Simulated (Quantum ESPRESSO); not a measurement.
## TaCu3In2Mo2 (input and log of a self-consistent run)

Computed values, not a measurement. The program is pw.x of Quantum ESPRESSO 7.5 (plane-wave density functional theory). The cell is made up: eight metal atoms on a hexagonal close-packed lattice, with elements, volume, strain and displacements drawn at random and not relaxed, so it may be unstable or far from any real phase. PseudoDojo standard norm-conserving files set the functional (PBE unless stated); there is no spin polarisation or spin-orbit coupling, the Fermi-Dirac width of 0.25 eV means electrons at about 2900 K, and the masses in the input are unused placeholders. The copper pseudopotential is less sure than most, with forces differing by about three percent and pressure by about two GPa from a second method on plain copper. Heavy elements are run without spin-orbit coupling, which real alloys of them have. A spin test at this wide smearing found no moment, but such smearing suppresses magnetism that the real alloy may have.

Input:

```
&control calculation='scf', pseudo_dir='./dojo.nc.sr.pbe.v0_5.standard.upf', outdir='./o', disk_io='minimal', tprnfor=.true., tstress=.true. /
&system ibrav=0, nat=8, ntyp=4, nbnd=74, ecutwfc=92.02030273, nosym=.true., tot_charge=0,
 occupations='smearing', smearing='fd', degauss=0.0183746611
/
&electrons conv_thr=1.470e-08, electron_maxstep=70, mixing_beta=0.5 /
ATOMIC_SPECIES
Cu 1.0 Cu.upf
In 1.0 In.upf
Mo 1.0 Mo.upf
Ta 1.0 Ta.upf
CELL_PARAMETERS angstrom
3.0196 -0.0674 4.6795
2.8519 -0.0363 -4.5736
-3.0255 5.0298 -0.07
ATOMIC_POSITIONS angstrom
Ta 0.0715 -0.0213 -0.0746
Cu -1.5517 2.4251 0.0203
In 2.7749 1.5331 -2.2956
Mo 1.2659 4.0032 -2.3568
Cu 3.0129 -0.0448 0.0343
Cu 1.5118 2.4527 -0.0737
In 2.8991 1.779 2.2535
Mo 1.3674 4.1559 2.2926
K_POINTS automatic
5 5 5 1 1 1
```

The log is shortened where brackets say so; the opening notice, blank lines, dates and the lines on written files are dropped, and the path of the files is cut. It prints rydbergs, bohrs and kilobars, and counts compression as positive stress. Its total energy is the free energy E - TS of the whole cell.

```
     Program PWSCF v.7.5
     Parallel version (MPI & OpenMP), running on       4 processor cores
     Number of MPI processes:                 4
     Threads/MPI process:                     1
     [start-up lines left out]
     bravais-lattice index     =            0
     lattice parameter (alat)  =      10.5250  a.u.
     unit-cell volume          =     911.9459 (a.u.)^3
     number of atoms/cell      =            8
     number of atomic types    =            4
     number of electrons       =       124.00
     number of Kohn-Sham states=           74
     kinetic-energy cutoff     =      92.0203  Ry
     charge density cutoff     =     368.0812  Ry
     scf convergence threshold =      1.5E-08
     mixing beta               =       0.5000
     number of iterations used =            8  plain     mixing
     Exchange-correlation= PBE
                           (   1   4   3   4   0   0   0)
     [axes and pseudopotential details left out]
   Cartesian axes
     site n.     atom                  positions (alat units)
         1        Ta     tau(   1) = (   0.0128376  -0.0038243  -0.0133942  )
         2        Cu     tau(   2) = (  -0.2786026   0.4354186   0.0036448  )
         3        In     tau(   3) = (   0.4982241   0.2752630  -0.4121674  )
         4        Mo     tau(   4) = (   0.2272881   0.7187613  -0.4231556  )
         5        Cu     tau(   5) = (   0.5409562  -0.0080437   0.0061585  )
         6        Cu     tau(   6) = (   0.2714387   0.4403741  -0.0132326  )
         7        In     tau(   7) = (   0.5205238   0.3194135   0.4046084  )
         8        Mo     tau(   8) = (   0.2455121   0.7461780   0.4116287  )
     number of k points=    63  Fermi-Dirac smearing, width (Ry)=  0.0184
                       cart. coord. in units 2pi/alat
        k(    1) = (   0.1937791   0.2272544  -0.0027482), wk =   0.0320000
        k(    2) = (   0.1977202   0.4510980  -0.0020673), wk =   0.0320000
     [further k points left out]
     Dense  grid:   108739 G-vectors     FFT dimensions: (  72,  64,  72)
     Estimated max dynamical RAM per process >     449.03 MB
     Estimated total dynamical RAM >       1.68 GB
     Initial potential from superposition of free atoms
     starting charge     123.9875, renormalised to     124.0000
     Starting wfcs are   78 randomized atomic wfcs
     total cpu time spent up to now is        7.9 secs
     per-process dynamical memory:   355.4 Mb
     Self-consistent Calculation
     iteration #  1     ecut=    92.02 Ry     beta= 0.50
     Davidson diagonalization with overlap
     ethr =  1.00E-02,  avg # of iterations =  4.3
     total cpu time spent up to now is       28.5 secs
     total energy              =   -1810.86098506 Ry
     estimated scf accuracy    <       6.07708617 Ry
     iteration #  2     ecut=    92.02 Ry     beta= 0.50
     Davidson diagonalization with overlap
     ethr =  4.90E-03,  avg # of iterations =  3.0
     total cpu time spent up to now is       49.5 secs
     total energy              =   -1813.43341449 Ry
     estimated scf accuracy    <      16.30651030 Ry
     iteration #  3     ecut=    92.02 Ry     beta= 0.50
     Davidson diagonalization with overlap
     ethr =  4.90E-03,  avg # of iterations =  2.0
     total cpu time spent up to now is       67.5 secs
     total energy              =   -1814.46573881 Ry
     estimated scf accuracy    <       2.68053345 Ry
     iteration #  4     ecut=    92.02 Ry     beta= 0.50
     Davidson diagonalization with overlap
     ethr =  2.16E-03,  avg # of iterations =  2.0
     total cpu time spent up to now is       83.9 secs
     total energy              =   -1814.52280535 Ry
     estimated scf accuracy    <       1.45222349 Ry
     iteration #  5     ecut=    92.02 Ry     beta= 0.50
     Davidson diagonalization with overlap
     ethr =  1.17E-03,  avg # of iterations =  1.3
     total cpu time spent up to now is       99.3 secs
     total energy              =   -1814.53048107 Ry
     estimated scf accuracy    <       0.47025123 Ry
     [iterations 6 to 12 left out]
     iteration # 13     ecut=    92.02 Ry     beta= 0.50
     Davidson diagonalization with overlap
     ethr =  1.99E-08,  avg # of iterations =  2.0
     total cpu time spent up to now is      254.4 secs
     total energy              =   -1814.56850450 Ry
     estimated scf accuracy    <       0.00000146 Ry
     iteration # 14     ecut=    92.02 Ry     beta= 0.50
     Davidson diagonalization with overlap
     ethr =  1.17E-09,  avg # of iterations =  2.0
     total cpu time spent up to now is      273.8 secs
     total energy              =   -1814.56850468 Ry
     estimated scf accuracy    <       0.00000015 Ry
     iteration # 15     ecut=    92.02 Ry     beta= 0.50
     Davidson diagonalization with overlap
     ethr =  1.21E-10,  avg # of iterations =  2.4
     total cpu time spent up to now is      292.4 secs
     total energy              =   -1814.56850468 Ry
     estimated scf accuracy    <       0.00000029 Ry
     iteration # 16     ecut=    92.02 Ry     beta= 0.50
     Davidson diagonalization with overlap
     ethr =  1.21E-10,  avg # of iterations =  1.9
     total cpu time spent up to now is      309.4 secs
     total energy              =   -1814.56850470 Ry
     estimated scf accuracy    <       0.00000003 Ry
     iteration # 17     ecut=    92.02 Ry     beta= 0.50
     Davidson diagonalization with overlap
     ethr =  2.59E-11,  avg # of iterations =  2.0
     total cpu time spent up to now is      326.6 secs
     End of self-consistent calculation
     [lines on levels left out]
!    total energy              =   -1814.56850469 Ry
     estimated scf accuracy    <       0.00000001 Ry
     smearing contrib. (-TS)   =      -0.09454704 Ry
     internal energy E=F+TS    =   -1814.47395765 Ry
     The total energy is F=E-TS. E is the sum of the following terms:
     one-electron contribution =    -886.88765743 Ry
     hartree contribution      =     518.77124048 Ry
     xc contribution           =    -290.80886277 Ry
     ewald contribution        =   -1155.54867793 Ry
     convergence has been achieved in  17 iterations
     Forces acting on atoms (cartesian axes, Ry/au):
     atom    1 type  4   force =     0.00094444   -0.05244437   -0.00983214
     atom    2 type  1   force =     0.01616011    0.02025968   -0.03058549
     atom    3 type  2   force =     0.03526185    0.03837266    0.02316369
     atom    4 type  3   force =     0.05083978    0.11853311    0.00483837
     atom    5 type  1   force =    -0.00639169   -0.02453647    0.00057492
     atom    6 type  1   force =    -0.01492098    0.01379755    0.00787406
     atom    7 type  2   force =    -0.05708689   -0.09469474    0.01233414
     atom    8 type  3   force =    -0.02480662   -0.01928742   -0.00836754
     Total force =     0.197280     Total SCF correction =     0.000335
     Computing stress (Cartesian axis) and pressure
          total   stress  (Ry/bohr**3)                   (kbar)     P=      -12.50
  -0.00023257   0.00019857  -0.00004336          -34.21       29.21       -6.38
   0.00019857   0.00024175   0.00010109           29.21       35.56       14.87
  -0.00004336   0.00010109  -0.00026413           -6.38       14.87      -38.86
     init_run     :      7.41s CPU      7.68s WALL (       1 calls)
     electrons    :    312.98s CPU    318.75s WALL (       1 calls)
     forces       :      2.30s CPU      2.30s WALL (       1 calls)
     stress       :      8.36s CPU      8.36s WALL (       1 calls)
     [timing details left out]
     PWSCF        :   5m31.26s CPU   5m37.32s WALL
     JOB DONE.
```

In other units: free energy -24688.462 eV for the cell, pressure -1.25 GPa, largest force component 3.048 eV/Å in size. The run took 339 s of wall time with four MPI processes on a shared machine (Intel Xeon, 2023 or later, virtual cores), so the time is rough. A rerun of this cell at a higher cutoff and on a denser mesh moved values by no more than 0.005 eV in energy, 0.04 GPa in stress and 0.005 eV/Å in force, and a second program with other atomic files agreed on that cell to 2 % rms in force and 0.5 GPa in pressure.